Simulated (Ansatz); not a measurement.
YN:
```
CELL_PARAMETERS angstrom
      0.00000     2.44787     2.44787
      2.44787     0.00000     2.44787
      2.44787     2.44787     0.00000
ATOMIC_POSITIONS crystal
  Y  0.00000 0.00000 0.00000
  N  0.50000 0.50000 0.50000
```

Plane-wave PAW r²SCAN (Ansatz code) gives a gap of 0.58 eV without spin–orbit coupling, maximum at Γ, minimum at X.

Problem. What happens when spin–orbit coupling is switched on?

Solution. The gap falls by 0.02 eV, to 0.56 eV; maximum at Γ, minimum at X.

Problem. How large is the spin–orbit splitting of the valence top at Γ?

Solution. The fourfold level lies 0.05 eV above the split-off pair.

Problem. Give the electron effective mass with spin–orbit coupling.

Solution. 0.15, 0.15, 1.3 mₑ (principal values).

Problem. Give the hole effective mass with spin–orbit coupling, band 1 of 2 at the edge.

Solution. 1.1 along [100], 0.61 along [110], 0.49 along [111] (mₑ).

Problem. Give the hole effective mass with spin–orbit coupling, band 2 of 2 at the edge.

Solution. 0.24 along [100], 0.28 along [110], 0.31 along [111] (mₑ).

Problem. Give the Z2 indices of the occupied bands with spin–orbit coupling.

Solution. 0;(000).

Space group Fm-3m (rock salt). The r²SCAN relaxation kept the symmetry of its start. No spin polarisation was allowed.

Potentials: the later of the program's two PAW sets.
